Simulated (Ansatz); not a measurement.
Values for one crystal, relaxed and computed with the program Ansatz at the r²SCAN level (PAW); other levels are named.

- Volume per atom = 18.67 Å³
- Electronic character = metallic (no gap)
- Formation energy from the elements (no fitted shifts) = -1.03 eV/atom
- Density of states at the Fermi level = 0.75 states/eV per atom (mean over ±0.08 eV)

Question: Which of these materials gives this?
(A) CaPt2, cubic Laves (MgCu2 type)
(B) TaOs3, Cu3Au type
(C) BaSr4, R-3m (Ba on 3a, Sr on 6c, Sr on 6c)
(D) AgPt3, Cu3Au type

Answer: A, CaPt2, cubic Laves (MgCu2 type)

Space group Fd-3m (cubic Laves (MgCu2 type)). The workflow started from a Materials Project entry (that database holds measured and hypothetical structures alike); the Crystallography Open Database copy checked does not list it. Whether it is the stable phase at ambient conditions was not checked. Symmetry was held in the r²SCAN relaxation; its stability against distortions is not shown here. The run is not spin-polarised. The references are the lowest solids computed at this level, not always the standard phases. Spin–orbit coupling is left out wherever it is not named.

Potentials: the later of the program's two PAW sets.
